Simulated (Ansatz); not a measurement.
ZnCdS$_{2}$:
```cif
data_CdS2Zn
_chemical_formula_sum 'Zn1 Cd1 S2'
_space_group_name_H-M_alt 'P3m1'
_space_group_IT_number 156
_space_group_name_Hall 'P 3 -2"'
_cell_length_a 3.88569
_cell_length_b 3.88569
_cell_length_c 6.45693
_cell_angle_alpha 90.000
_cell_angle_beta 90.000
_cell_angle_gamma 120.000
loop_
_atom_site_label
_atom_site_type_symbol
_atom_site_symmetry_multiplicity
_atom_site_Wyckoff_symbol
_atom_site_fract_x
_atom_site_fract_y
_atom_site_fract_z
_atom_site_occupancy
Zn1 Zn 1 a 0.00000 0.00000 0.99911 1
Cd1 Cd 1 b 0.33333 0.66667 0.50768 1
S1 S 1 b 0.33333 0.66667 0.89173 1
S2 S 1 a 0.00000 0.00000 0.35347 1
```

Relaxed with LDA.

### Question
Give the optical modes at the zone centre with their infrared and Raman activity from DFPT, DFT-LDA in the program Ansatz with PAW potentials.

### Answer
Transverse frequencies, without the LO–TO term; a row sums one degenerate level.

| ω (cm⁻¹) | degeneracy | IR ((D/Å)²/amu) | Raman (Å⁴/amu) | activity |
|---|---|---|---|---|
| 53 | 2 | 0.00 | 2.1 | Raman |
| 172 | 1 | 0.03 | 13 | IR+Raman |
| 257 | 2 | 13.15 | 5.8 | IR+Raman |
| 273 | 2 | 2.09 | 9.5 | IR+Raman |
| 273 | 1 | 7.95 | 2.9 | IR+Raman |
| 337 | 1 | 0.70 | 49 | IR+Raman |

### Question
How high does the top mode go among those that the LO–TO term moves?

### Answer
314 cm⁻¹ for q along x, 314 cm⁻¹ for q along y, 348 cm⁻¹ for q along z.

The workflow started from a Materials Project entry (that database holds measured and hypothetical structures alike); the Crystallography Open Database copy checked does not list it. Whether it is the stable phase at ambient conditions was not checked. The LDA relaxation kept the symmetry of its start; phonons on a q-mesh show no instability.

Potentials: the later of the program's two PAW sets.
